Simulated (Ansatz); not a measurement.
Suppose LaSiO takes space group P4/mmm (No. 123), with La on 1c; Si on 1a; O on 1b.

Theory: DFT PBE, scalar-relativistic, plane waves, PAW in Ansatz 0.2.0. Cutoff 420 eV, Γ-centred mesh, Gaussian smearing, no spin polarisation.

Formation energies are uncorrected and refer to the elements' standard structures at the same level (O₂ as a molecule).

**Question.** Which cell and coordinates does it relax to?

**Answer.**

Space group P4/mmm (No. 123). a = 4.204 Å, b = 4.204 Å, c = 3.771 Å, α = 90.00°, β = 90.00°, γ = 90.00°
```
atom  site  symmetry       x       y       z
  La    1c     4/mmm  0.5000  0.5000  0.0000
  Si    1a     4/mmm  0.0000  0.0000  0.0000
   O    1b     4/mmm  0.0000  0.0000  0.5000
```

Around La lie 4 Si at 2.97 Å; Si is surrounded by 2 O at 1.89 Å and 4 La at 2.97 Å; around O lie 2 Si at 1.89 Å. Another local minimum with the same sites may exist.

**Question.** And its energy and gap?

**Answer.** The formation energy is −0.60 eV/atom. The gap on the 12×12×12 mesh of the 3-atom cell is 0 eV (a metal).

The last run used Gaussian smearing of 0.10 eV. An odd number of electrons in the primitive cell allows no gap without spin; a larger cell or a magnetic state could open one. The cell is a metal run without spin; a magnetic state may lie lower. Symmetry constrained the relaxation, so the result can be a saddle point. Another cell of LaSiO relaxed alike, in P4/nmm, lies 1.27 eV/atom lower, so this cell isn't the stable form at this level.
